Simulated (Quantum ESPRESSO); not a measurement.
**Kohn-Sham bands of PbI$_{2}$ (P6₃mc)**

```
PbI2
1.0
    4.61784     0.00000     0.00000
   -2.30892     3.99917     0.00000
    0.00000     0.00000    14.55123
Pb I
2 4
Direct
  0.66667   0.33333   0.50010
  0.33333   0.66667   0.00010
  0.66667   0.33333   0.87135
  0.33333   0.66667   0.37135
  0.00000   0.00000   0.12855
  0.00000   0.00000   0.62855
```

Materials Project entry mp-567503; symmetrised, unrelaxed at this level. COD (Crystallography Open Database) has the formula in 4 space groups, this one among them (matched by group alone). Method: PBEsol plane waves in Quantum ESPRESSO 7.5 (PseudoDojo norm-conserving files, 56 Ry, no spin polarisation, no spin-orbit coupling), Bloch states on a 6×6×4 mesh through Γ, Wannier90 4.0.1. Density: 12×12×2 mesh, cold smearing 0.01 Ry. Spin-orbit coupling is left out although heavy elements are present.

Q: List the Kohn-Sham levels between −8 and 5.3 eV relative to the valence-band maximum at the high-symmetry points, as a band run of pw.x on that density gives them (levels within 2 meV counted together).

A: 
```csv
point,k (reciprocal lattice),levels (eV)
Γ,0.000 0.000 0.000,"-6.76, -6.65, -1.56, -0.96, -0.94 (×2), -0.84 (×2), -0.71 (×2), -0.63, -0.59 (×2), 0.00, 2.25, 2.45, 3.27 (×2), 3.34 (×2)"
M,0.500 0.000 0.000,"-7.26, -7.26, -2.95, -2.83, -1.96, -1.81, -1.81, -1.67, -1.01, -0.88, -0.81, -0.75, -0.63, -0.54, 2.93, 3.28, 3.78, 4.04, 4.10, 4.25"
K,0.333 0.333 0.000,"-7.32 (×2), -2.64, -2.55 (×2), -2.31, -2.16 (×2), -1.29, -1.07 (×2), -0.67, -0.17 (×2), 3.44, 3.71 (×2), 4.19, 4.41 (×2)"
A,0.000 0.000 0.500,"-6.71 (×2), -1.35 (×2), -0.90 (×4), -0.64 (×4), -0.23 (×2), 2.35 (×2), 3.30 (×4)"
L,0.500 0.000 0.500,"-7.26 (×2), -2.91 (×2), -1.80 (×2), -1.75 (×2), -1.13 (×2), -0.75 (×2), -0.49 (×2), 3.06 (×2), 3.94 (×2), 4.19 (×2)"
H,0.333 0.333 0.500,"-7.32 (×2), -2.51 (×2), -2.50 (×2), -2.25 (×2), -0.96 (×2), -0.96 (×2), -0.25 (×2), 3.77 (×2), 3.81 (×2), 4.36 (×2)"
```
